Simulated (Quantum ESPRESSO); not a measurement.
Simulation results for GaSiGe$_{6}$ (made-up cell)

Calculation on a made-up crystal cell, not a measurement: periodic Kohn-Sham density functional theory in plane waves with PseudoDojo standard norm-conserving scalar-relativistic pseudopotentials, each functional with its own files (v0.5 for PBE, v0.4.1 for LDA and PBEsol), no spin polarisation, no spin-orbit coupling, atoms not relaxed, stress positive in tension, energies less a fixed whole-eV offset for each atom's element; levels are Kohn-Sham levels at fractions of this cell's reciprocal vectors, counted from the reference band (half the neutral cell's valence electrons, rounded up) at Gamma; error bars cover cutoff and k-mesh only, not smearing or the files; added strain carries the atoms with the cell, and shear is the tensor component; each bar is the largest change over components, and at least 0.002 eV, 0.002 eV per angstrom or 0.02 GPa; energies are for the whole cell, and the offsets were chosen from early runs and are not element reference energies. Program: Quantum ESPRESSO 7.5.

```yaml
- formula: GaSiGe6
  kind: "made-up cell"
  structure:
    cell_angstrom: [[5.8518, 0.0, 0.0], [0.0, 5.8518, 0.0], [0.0, 0.0, 5.8518]]
    atoms_fractional:
      - [Ge, 0.01524, -0.02225, 0.01962]
      - [Ga, -0.01764, 0.50138, 0.54361]
      - [Ge, 0.5169, 0.00121, 0.52668]
      - [Ge, 0.48414, 0.51726, -0.00111]
      - [Si, 0.21713, 0.25473, 0.24859]
      - [Ge, 0.25649, 0.74844, 0.72926]
      - [Ge, 0.7802, 0.24844, 0.76407]
      - [Ge, 0.77005, 0.75132, 0.26013]
  given:
    lattice_type: "zincblende/diamond"
    functional: pbe
    "cutoff [eV]": 1088
    "fermi_dirac_smearing [eV]": 0.1
    "scf_tolerance [eV]": 1.0e-07
    electrons_removed: 0
    k_mesh: "6 x 6 x 6, shifted by half a step"
    atom_site: [1, 2, 3, 4, 5, 6, 7, 8]
    "atom_energy_offset [eV]": [-2430, -2080, -2430, -2430, -115, -2430, -2430, -2430]
  results: {}
```

Questions
1. What stress xy does the calculation give for GaSiGe$_{6}$ (made-up cell)?
2. Give the table of levels values for GaSiGe$_{6}$ (made-up cell).

## Answers
1. -2.735 GPa
2. 
Levels:
| level k point | next band up (eV) |
| --- | --- |
| Gamma | 0.02739 |
| (1/2,1/2,1/2) | -0.2915 |
| (0.15,0,0) | 0.396 |
| (0,0.15,0) | 0.1974 |
| (0,0,0.15) | 0.1825 |

Further results for GaSiGe$_{6}$ (made-up cell):

- free energy less offsets: -3.037 eV
- smearing term minus ts: -0.08032 eV
- scf iterations: 10
- pressure: -2.023 GPa
- stress xx: 2.658 GPa
- stress yy: 1.44 GPa
- stress zz: 1.972 GPa
- stress yz: 1.593 GPa
- stress xz: 0.4672 GPa
- fermi level: -0.77 eV
- reference band: 51
- error bar energy: 0.002 eV
- error bar stress: 0.02094 GPa
- error bar force: 0.003472 eV/Å
- error bar next band up: 0.002 eV
- error bar fermi level: 0.002455 eV
- error bars from: tighter rerun of this cell

Forces:
| site | x (eV/Å) | y (eV/Å) | z (eV/Å) |
| --- | --- | --- | --- |
| 1 | 0.2934 | 0.6462 | -0.717 |
| 2 | 0.8714 | 0.3518 | -1.784 |
| 3 | -0.1637 | 0.802 | -1.147 |
| 4 | 0.5175 | -0.932 | 0.773 |
| 5 | 1.216 | 0.3706 | 0.5794 |
| 6 | -0.07451 | 0.26 | 0.7173 |
| 7 | -1.505 | -0.8664 | 1.304 |
| 8 | -1.155 | -0.6322 | 0.2742 |
